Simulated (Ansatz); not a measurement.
Theory: DFT, r2SCAN, plane waves (500 eV) with PAW, scalar-relativistic in Ansatz 0.2.0. (PAW data from PBE, frozen cores regenerated.)

An element in the diamond structure gives this curve. The cell is scaled uniformly from the relaxed one, with fractional coordinates and shape fixed. Energies are extrapolated to zero smearing, pressures are those at the given smearing. Magnetic state: spin not included.

```json
{"V (Å³/atom)": "24.902", "E − E₀ (meV/atom)": "65.6", "P (GPa)": "7.14"}
{"V (Å³/atom)": "26.034", "E − E₀ (meV/atom)": "26.3", "P (GPa)": "4.12"}
{"V (Å³/atom)": "27.166", "E − E₀ (meV/atom)": "5.9", "P (GPa)": "1.79"}
{"V (Å³/atom)": "28.298", "E − E₀ (meV/atom)": "0.0", "P (GPa)": "0.00"}
{"V (Å³/atom)": "29.430", "E − E₀ (meV/atom)": "5.2", "P (GPa)": "-1.37"}
{"V (Å³/atom)": "30.562", "E − E₀ (meV/atom)": "18.9", "P (GPa)": "-2.42"}
{"V (Å³/atom)": "31.694", "E − E₀ (meV/atom)": "39.0", "P (GPa)": "-3.21"}
```

(1) Which element is it?
A. tungsten
B. silver
C. platinum
D. selenium

## Answers

(1) B. Its fit is V₀ = 28.28 Å³/atom, B₀ = 39 GPa, B₀′ = 5.7.
